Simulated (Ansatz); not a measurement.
AlAs:
```
CELL_PARAMETERS angstrom
      0.00000     2.83731     2.83731
      2.83731     0.00000     2.83731
      2.83731     2.83731     0.00000
ATOMIC_POSITIONS crystal
  Al 0.00000 0.00000 0.00000
  As 0.25000 0.25000 0.25000
```

Relaxed with PBEsol.

Give the optical modes at the zone centre with their infrared activity from DFPT, PBEsol (plane waves, PAW; program Ansatz).

Transverse frequencies, without the LO–TO term; a row sums one degenerate level.

```tsv
ω (cm⁻¹)	degeneracy	IR ((D/Å)²/amu)	activity	symmetry
353	3	16.22	IR	T2
```

How high does the top mode go among those that the LO–TO term moves?

389 cm⁻¹ for q along x.

Space group F-43m (zinc blende). The cell was relaxed with PBEsol under the symmetry of its start.

Potentials: the earlier of the program's two PAW sets. The files were generated under PBE; for other functionals the program regenerates the frozen cores, and for LDA and PBEsol the local potential too.
